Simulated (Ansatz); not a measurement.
input.yaml (Ansatz)

```yaml
crystal:
  lattice:
    - [3.9493386218, 0.0, 0.0]
    - [-1.9746693109, 3.4202275747, 0.0]
    - [0.0, 0.0, 4.2672978369]
  atoms:
    - { symbol: Te, position: [0.3333333333, 0.6666666667, 0.25] }
    - { symbol: Te, position: [0.6666666667, 0.3333333333, 0.75] }
hamiltonian:
  xc: r2scan
  pseudopotentials:
    kind: paw
    azcp:
      Te: "pseudopotentials/Te.paw.azcp"
basis:
  ecutwfc: 500
  fft_grid_basis: typed
kpoints:
  mp_grid: { grid: [10, 10, 8], shift: [0, 0, 0] }
magnetization:
  spin_polarized: false
scf:
  occupations: { method: fermi_dirac, width: 0.1 }
  lower_state_search: "off"
output:
  stress: true
```

Terminal output

```
Engine: ansatz 0.2.0, x86_64-unknown-linux-gnu
Pseudopotentials: kind: paw
Pseudopotential: Te, paw, valence charge 16, recommended cutoff 500 eV (meta_gga) 
Functional definition: r2SCAN
  parameter k0 = 0.174
  parameter k1 = 0.065
  parameter a1 = 4.9479
  exchange = r2scan_x(k0 = k0, k1 = k1, a1 = a1)
  correlation = r2scan_c
Crystal: 2 atoms, lattice volume = 57.641 Å³
Basis set: ecut = 500 eV, 1473 PW (Γ), exchange–correlation on 120×120×128 points (64 copies of the dense FFT grid, shifted against one another)
Bands: 20, of which v1, the nominal top of the filled ones, is band 16 counted from 1 (15 counted from 0)
Symmetry: 24 space group operations
Space group: P63/mmc (ITA 194), of the structure as read, at distance tolerance 3.9e-5 Å
k-points: 70 of 800
Non-local potential: Te, projectors of the file, l = 0: 2, l = 1: 2, l = 2: 2, l = 3: 2
PAW form: soft (Blöchl's): semilocal exchange-correlation on the pseudo side does not see the compensation charge
PAW frozen core: Te, regenerated for the run's functional (the file was generated under x = pbe(κ = 0.804, μ = 0.2195149727645171), c = pbe(β = 0.06672455060314922))
PAW one-centre angular grid: Te, 590 points (default); XC on 160 Gauss nodes
Initial density: superposition of atomic densities (neutral atoms: chi_scale 0, normalization atom), corrected by the library's trained network
Initial wavefunctions: pseudopotential atomic-orbital guess
Functional: x = r2scan, c = r2scan; τ floored in thin density (d = 2e-4 eV/Å³)
SCF iter   1: F=-13989.135667 eV  HF=-13989.113502 eV  |F-HF|=2.22e-2  |Δ(HF+E_count)|=         —  Δρ=3.14e-3  dr2=2.98e-3  dr2_τ=8.45e-4  ethr=1.77e-3  ⟨swp⟩=5.8  Hψ=7228  notcnv=0
SCF iter   2: F=-13989.135308 eV  HF=-13989.133857 eV  |F-HF|=1.45e-3  |Δ(HF+E_count)|=   2.04e-2  Δρ=2.19e-3  dr2=1.65e-3  dr2_τ=2.80e-5  ethr=9.30e-6  ⟨swp⟩=2.0  Hψ=2932  notcnv=0
SCF iter   3: F=-13989.135487 eV  HF=-13989.135524 eV  |F-HF|=3.70e-5  |Δ(HF+E_count)|=   1.67e-3  Δρ=2.75e-4  dr2=5.81e-5  dr2_τ=3.44e-6  ethr=5.15e-6  ⟨swp⟩=2.2  Hψ=2749  notcnv=0
SCF iter   4: F=-13989.135520 eV  HF=-13989.135519 eV  |F-HF|=5.04e-7  |Δ(HF+E_count)|=   5.27e-6  Δρ=1.17e-4  dr2=1.29e-5  dr2_τ=2.63e-7  ethr=1.82e-7  ⟨swp⟩=2.0  Hψ=2529  notcnv=0
SCF iter   5: F=-13989.135521 eV  HF=-13989.135521 eV  |F-HF|=1.81e-7  |Δ(HF+E_count)|=   1.84e-6  Δρ=5.93e-5  dr2=4.05e-6  dr2_τ=3.45e-8  ethr=4.02e-8  ⟨swp⟩=2.0  Hψ=1726  notcnv=0
SCF iter   6: F=-13989.135521 eV  HF=-13989.135521 eV  |F-HF|=5.14e-8  |Δ(HF+E_count)|=   2.07e-7  Δρ=1.39e-5  dr2=9.73e-8  dr2_τ=2.95e-9  ethr=3.13e-10  ⟨swp⟩=4.0  Hψ=5993  notcnv=0
SCF 1 converged in 6 iterations: F = -13989.135521 eV  dr2 = 9.73e-8
SCF converged after 6 iterations
Free energy (F): -13989.135521 eV
Harris-Foulkes:  -13989.135521 eV  (|F-HF|=5.14e-8)
Internal energy: -13989.103145 eV  (E = F + TS)
E sigma→0 (E₀):  -13989.119333 eV
Entropy (-TS):   -0.032376 eV (-16.188 meV/atom)
Fermi energy:    11.189132 eV
--- Per-component energies (eV) ---
  E_band       = -483.363654
  E_kinetic    = 361.860073
  E_local      = -2175.272968  (includes V_loc(G=0)·N_el)
  E_nonlocal   = -621.161277
  E_hartree    = 1471.565687
  E_xc         = -230.884088
  E_vxc        = -224.315586  (∫ρ·V_xc dr)
  E_paw        = -9372.042276  (= ΣΔE_a)
  E_vpaw       = -781.309185  (= ΣTr[D̂ρ^β])
  E_aug_tail   = -0.000064  (compensation charges beyond the density's cutoff)
  E_vtau       = 13.711977  (kinetic-family band-sum trace: ∫τ·v_τ [+ j·A + Jᵃ·Aᵃ] dr)
  E_ewald      = -3423.737942
  E_core_change = 0.569711  (= ΣΔE_core)
  E_smearing   = -0.032376  (= −TS)
  E_closure    = 0.000000  (closes the sum)
  Σ components = -13989.135521   (vs F -13989.135521, Δ=0.00e0)
--- Stress (GPa, compression-positive) ---
        4.403976      -0.000000       0.000000
       -0.000000       4.403976       0.000000
        0.000000       0.000000       6.862939
  P = ⅓ Tr σ = 5.2236 GPa (52.236 kbar)
```

Command:

```sh
ansatz run input.yaml --threads 1 --pin off --max-ram 3584MiB --backend cpu --events-out ev --progress --plain --runs-dir out
```

On 1 thread of Intel(R) Xeon(R) Platinum 8259CL CPU @ 2.50GHz (Skylake/Cascade Lake) (shared host) this took about 13 s of wall time and 13 s of CPU time.
